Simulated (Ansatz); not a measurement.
Method: DFT PBE, scalar-relativistic, plane waves, PAW in Ansatz. All cells share a 420 eV cutoff and Γ-centred k meshes spaced at most about 0.3 Å⁻¹ (about 0.25 or finer for metals, 2π included). No spin polarisation in the final relaxations.

Temperature and zero-point effects are left out. All come from trial cells, and lower structures may exist.

Question: Order these relaxed structures of InOs by energy, lowest first, with the energy over the lowest of them.
A.

```
CELL_PARAMETERS angstrom
1.50698 0.87006 4.42237
-1.50698 0.87006 4.42237
0.00000 -1.74011 4.42237
ATOMIC_POSITIONS crystal
In 0.00000 0.00000 0.00000
Os 0.50000 0.50000 0.50000
```

B.

```
CELL_PARAMETERS angstrom
4.62776 -1.48501 0.00000
4.62776 1.48501 0.00000
-1.42761 0.00000 5.28448
ATOMIC_POSITIONS crystal
In 0.50000 0.50000 0.00000
In 0.00000 0.00000 0.50000
Os 0.74385 0.74385 0.79208
Os 0.25615 0.25615 0.20792
```

Answer: B (0 meV/atom), A (22 meV/atom). Forms: B In and Os ordered on fcc sites, C2/m; A CuPt (L1_1) type, R-3m. Counting all near atoms (those within 1.25 times the shortest distance at each site): B has In 12, Os 10; A has In 12, Os 12. Even the lowest lies +0.64 eV/atom against the elements.

These runs have no spin–orbit coupling, which can matter for Os. Cells relaxed within their symmetry can be saddle points. The C2/m cell of InOs came from shaking the R-3m one. Some candidate types were left out of the draw beforehand, so a known form may be missing.
